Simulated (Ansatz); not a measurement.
Molecular dynamics on a 2×2×1 supercell (24 atoms) of Bi2O2BrCl (P4mm), relaxed with r2SCAN+rVV10. Forces come from r2SCAN in the plane-wave code Ansatz: a Nosé-Hoover thermostat at fixed volume, 1300 K, steps of 1.5 fs. Spin polarisation is off, nuclei are classical, and the run is far too short for thermal averages.

```yaml
crystal:
  lattice:
    - [7.804690264, 0.0, 0.0]
    - [0.0, 7.804690264, 0.0]
    - [0.0, 0.0, 7.7658884282]
  atoms:
    - { symbol: Bi, position: [0.25, 0.25, 0.8444465021] }
    - { symbol: Bi, position: [0.0, 0.0, 0.1662179569] }
    - { symbol: Br, position: [0.0, 0.0, 0.6437349171] }
    - { symbol: Cl, position: [0.25, 0.25, 0.3363677969] }
    - { symbol: O, position: [0.0, 0.25, 0.0046164135] }
    - { symbol: O, position: [0.25, 0.0, 0.0046164135] }
    - { symbol: Bi, position: [0.25, 0.75, 0.8444465021] }
    - { symbol: Bi, position: [0.0, 0.5, 0.1662179569] }
    - { symbol: Br, position: [0.0, 0.5, 0.6437349171] }
    - { symbol: Cl, position: [0.25, 0.75, 0.3363677969] }
    - { symbol: O, position: [0.0, 0.75, 0.0046164135] }
    - { symbol: O, position: [0.25, 0.5, 0.0046164135] }
    - { symbol: Bi, position: [0.75, 0.25, 0.8444465021] }
    - { symbol: Bi, position: [0.5, 0.0, 0.1662179569] }
    - { symbol: Br, position: [0.5, 0.0, 0.6437349171] }
    - { symbol: Cl, position: [0.75, 0.25, 0.3363677969] }
    - { symbol: O, position: [0.5, 0.25, 0.0046164135] }
    - { symbol: O, position: [0.75, 0.0, 0.0046164135] }
    - { symbol: Bi, position: [0.75, 0.75, 0.8444465021] }
    - { symbol: Bi, position: [0.5, 0.5, 0.1662179569] }
    - { symbol: Br, position: [0.5, 0.5, 0.6437349171] }
    - { symbol: Cl, position: [0.75, 0.75, 0.3363677969] }
    - { symbol: O, position: [0.5, 0.75, 0.0046164135] }
    - { symbol: O, position: [0.75, 0.5, 0.0046164135] }
kpoints:
  mp_grid: { grid: [2, 2, 2] }
hamiltonian:
  xc: r2scan
scf:
  occupations: { method: fermi_dirac, width: 0.112 }
md:
  ensemble: nvt_nose_hoover
  temperature: 1300
  timestep: 1.5
  n_steps: 30
  initial_velocities: maxwell_boltzmann
  seed: 7246
```

Run as `ansatz run input.yaml --threads 4 --pin off --max-ram 4608MiB --backend cpu --events-out ev --progress --plain --runs-dir out`. It ended after 7.6 min on 4 threads of Arm Neoverse N1, on a shared host, load about 0.9 per core; peak host memory 3.1 GiB.

```csv
step,t (fs),T (K),free energy F from step 0 (meV/atom),kinetic energy (meV/atom),largest force (eV/Å)
0,0,1300,0.0,161.0,0.01
1,1.5,1295,0.6,160.4,0.28
2,3,1281,2.4,158.7,0.56
3,4.5,1258,5.2,155.8,0.84
4,6,1227,9.0,152.0,1.10
5,7.5,1190,13.6,147.5,1.36
6,9,1149,18.8,142.3,1.60
7,10.5,1104,24.3,136.8,1.81
8,12,1059,30.0,131.1,2.01
9,13.5,1014,35.7,125.6,2.17
10,15,971,41.0,120.3,2.29
11,16.5,932,45.9,115.4,2.36
12,18,897,50.3,111.1,2.39
13,19.5,868,54.0,107.5,2.38
14,21,843,57.2,104.5,2.32
```

The temperature goes from 1300 K to 843 K in 21 fs. The thermostat hasn't had time to restore it. The atoms start on their lattice sites with kinetic energy alone, so much of it first passes into potential energy. By the last step the atoms have moved 0.14 Å in the root mean square, the drift of the whole cell taken out, 0.32 Å at most. The job's limit cut the run after 14 of 30 steps.

Positions (Å) and forces (eV/Å) at step 14:
```
Bi   1.878   1.994   6.506     0.628   0.306   0.012
Bi  -0.011  -0.027   1.295     0.187  -0.935   0.078
Br  -0.022   0.073   5.007     0.180  -0.354   0.129
Cl   2.047   2.040   2.610    -0.306  -0.453   0.072
O    0.040   2.046   0.057     0.157  -1.108  -0.137
O    2.014  -0.069   0.114    -0.812   0.576  -0.722
Bi   2.044   5.916   6.585    -0.675  -1.020  -0.294
Bi  -0.062   3.826   1.329     0.699   1.224   0.161
Br  -0.007   3.896   5.074     0.317  -0.008  -0.249
Cl   1.834   5.981   2.731     0.183  -0.260  -0.262
O    0.192   5.709  -0.060    -1.381   0.722   0.750
O    2.056   3.810   0.006     0.457   0.106  -0.117
Bi   5.883   1.963   6.665     0.126  -0.098  -1.585
Bi   3.856  -0.001   1.233     0.602  -0.032   1.250
Br   3.982  -0.137   4.993     0.092   0.309  -0.204
Cl   6.013   1.955   2.548    -0.265  -0.247   0.293
O    4.034   1.686  -0.138    -1.713   1.201   1.006
O    5.858  -0.079   0.031     0.919  -0.051   0.075
Bi   5.777   5.901   6.510     0.848  -0.400   0.147
Bi   3.913   3.886   1.283    -0.523  -0.106   0.623
Br   4.005   3.919   4.853    -0.140  -0.215   0.496
Cl   5.934   5.801   2.628     0.143   0.142  -0.083
O    3.971   5.799   0.170    -0.442   0.431  -0.819
O    5.763   3.829   0.136     0.718   0.272  -0.618
```
